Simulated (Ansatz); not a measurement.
Values for one crystal, relaxed and computed with the program Ansatz at the HSE06 level (PAW); other levels are named.

| Quantity | Result |
|---|---|
| Volume per atom | 13.86 Å³ |
| Band gap | 4.84 eV (indirect) |
| Smallest direct gap on the standard path | 5.80 eV |
| Pressure derivative B′ | 3.7 |
| Valence-band maximum | at W |
| Conduction-band minimum | at L (4 equivalent valleys) |
| Bulk modulus (Birch–Murnaghan fit) | 24.1 GPa |

### Question
Which of these materials gives this?
A) KZnF3, cubic perovskite
B) NaH, rock salt
C) NaF, rock salt
D) CaO, rock salt

### Answer
B, NaH, rock salt

Space group Fm-3m (rock salt). The cell was relaxed with HSE06 under the symmetry of its start. The hybrid was solved on a coarse mesh, the path and, where they were found, the r²SCAN edge points; its band edges are the extreme levels among these.

Potentials: the later of the program's two PAW sets.
